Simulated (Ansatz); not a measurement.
HfO2 (fluorite, Fm-3m) under volume change, plane-wave PAW r²SCAN (Ansatz code), scaled uniformly.

```json
[
 {"V (Å³/atom)": "9.816", "E − E(relaxed) (meV/atom)": "86.8", "P (GPa)": "31.08"},
 {"V (Å³/atom)": "10.139", "E − E(relaxed) (meV/atom)": "36.5", "P (GPa)": "19.06"},
 {"V (Å³/atom)": "10.463", "E − E(relaxed) (meV/atom)": "8.6", "P (GPa)": "8.79"},
 {"V (Å³/atom)": "10.786", "E − E(relaxed) (meV/atom)": "0.0", "P (GPa)": "0.00"},
 {"V (Å³/atom)": "11.110", "E − E(relaxed) (meV/atom)": "[?]", "P (GPa)": "[?]"},
 {"V (Å³/atom)": "11.434", "E − E(relaxed) (meV/atom)": "29.7", "P (GPa)": "-13.98"},
 {"V (Å³/atom)": "11.757", "E − E(relaxed) (meV/atom)": "[?]", "P (GPa)": "[?]"}
]
```

Question: What belongs in the gaps?

Answer: 
- 11.110, E − E(relaxed) (meV/atom): 7.8
- 11.110, P (GPa): -7.53
- 11.757, E − E(relaxed) (meV/atom): 63.6
- 11.757, P (GPa): -19.49

Question: What does a third-order Birch–Murnaghan fit give for V₀, B₀ and B′?

Answer: V₀ = 10.79 Å³/atom, B₀ = 271 GPa, B′ = 4.2.

This is a known high-temperature phase of the composition, computed here at zero pressure and temperature. The r²SCAN relaxation kept the symmetry of its start. At this level the phase is dynamically unstable (imaginary phonons). No spin polarisation was allowed. Spin–orbit coupling is left out wherever it is not named.

Potentials: the later of the program's two PAW sets.
